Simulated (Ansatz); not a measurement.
CaGe$_{2}$Au$_{2}$ in space group I4/mmm (No. 139; Ca on 2a, Au on 4d, Ge on 4e) under volume change, the program Ansatz at the r²SCAN level (PAW), shape and atoms relaxed at each volume.

```tsv
V (Å³/atom)	E − E(relaxed) (meV/atom)	P (GPa)
19.224	21.9	6.05
19.837	5.2	2.77
20.451	0.0	0.00
21.064	4.6	-2.31
21.678	17.1	-4.19
```

Q: What does a third-order Birch–Murnaghan fit give for V₀, B₀ and B′?

A: V₀ = 20.45 Å³/atom, B₀ = 83.6 GPa, B′ = 5.1.

The workflow started from an entry of the Crystallography Open Database (COD). Whether it is the stable phase at ambient conditions was not checked. Symmetry was held in the r²SCAN relaxation; whether a distortion lowers the energy is not shown. Spin–orbit coupling is left out wherever it is not named.

Potentials: the later of the program's two PAW sets.
